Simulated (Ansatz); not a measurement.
Rb2TlAgF6 in space group Fm-3m (No. 225; Rb on 8c, Tl on 4a, Ag on 4b, F on 24e), plane-wave PAW r²SCAN (Ansatz code). The conduction-band minimum lies at Γ, with 1 equivalent valley. Second derivatives d²E/dk² of the lowest band at one valley (eV·Å²), along Cartesian directions:

```json
[
 {"direction": "[100]", "d²E/dk²": "15.13"},
 {"direction": "[010]", "d²E/dk²": "15.13"},
 {"direction": "[001]", "d²E/dk²": "15.13"},
 {"direction": "[110]", "d²E/dk²": "15.13"},
 {"direction": "[101]", "d²E/dk²": "15.13"},
 {"direction": "[011]", "d²E/dk²": "15.13"}
]
```

Find the principal effective masses, the density-of-states mass and the conductivity mass.

Off-diagonal terms follow from H_xy = H[110] − (H_xx + H_yy)/2, and m*/mₑ = 7.620 eV·Å² over each eigenvalue: 0.50, 0.50, 0.50. One valley's DOS mass (m₁m₂m₃)^(1/3) = 0.50, conductivity mass 3/(Σ 1/mᵢ) = 0.50 mₑ.

What effective density of states Nc follows at 300 K for parabolic valleys?

Nc = 2.509e19 × 1 × (0.50)^(3/2) ≈ 8.9e18 cm⁻³.

The workflow started from a Materials Project entry (that database holds measured and hypothetical structures alike); the Crystallography Open Database copy checked does not list it. Whether it is the stable phase at ambient conditions was not checked. The r²SCAN relaxation kept the symmetry of its start; its stability against distortions is not shown here. The run is not spin-polarised. Scalar-relativistic: spin–orbit coupling is off unless named, which matters more the heavier the elements.

Potentials: the later of the program's two PAW sets.

Edges and masses are those of Kohn–Sham bands, whose gap is no quasiparticle gap.
